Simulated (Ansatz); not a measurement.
The elements of this relaxed trial crystal are hidden behind letters.

```
lattice vectors (Å)
   5.6669    0.0000    0.0000
  -2.8335    4.9077    0.0000
   0.0000    0.0000    6.7344
fractional positions
X 0.0000 0.0000 0.7130
X 0.0000 0.0000 0.2870
X 0.5000 0.0000 0.0000
X 0.0000 0.5000 0.0000
X 0.5000 0.5000 0.0000
Z 0.0000 0.0000 0.0000
```

The calculation used Ansatz 0.2.0, DFT PBE, scalar-relativistic, plane waves, PAW. The final run on the 6-atom cell used 420 eV, a Γ-centred 12×12×6 mesh, 0.10 eV smearing and no spin polarisation.

- Space group: P6/mmm (No. 191)
- Conventional cell: a = 5.667 Å, c = 6.734 Å
- Volume per atom: 31.22 Å³
- Density: 1.22 g/cm³
- Formation energy: −0.09 eV/atom
- Gap on the 12×12×6 mesh of the 6-atom cell: 0 eV (a metal)

Energies are uncorrected and count from the elements' standard states at the same level.

Problem. X is an s-block element of period 3 and Z is a p-block element of period 2. Which elements are they?

Solution. X = Mg, Z = O, so the formula is Mg5O. Density times volume gives a mean mass of 1.22 × 31.22/1.6605 = 22.9 u per atom, and this set has 22.9 u. Among the elements that the hints allow, noble gases aside, only these give it. Around Mg on a site of symmetry 6mm lie 1 O at 1.93 Å, 1 Mg at 2.87 Å and 6 Mg at 3.43 Å; Mg on a site of symmetry mmm is surrounded by 2 O at 2.83 Å, 4 Mg at 2.83 Å and 4 Mg at 3.43 Å; around O lie 2 Mg at 1.93 Å and 6 Mg at 2.83 Å.

A structure relaxed within its symmetry needn't be a true minimum. Another cell of Mg5O relaxed alike, in P-6m2, lies 0.61 eV/atom lower, so this cell isn't the stable form at this level.
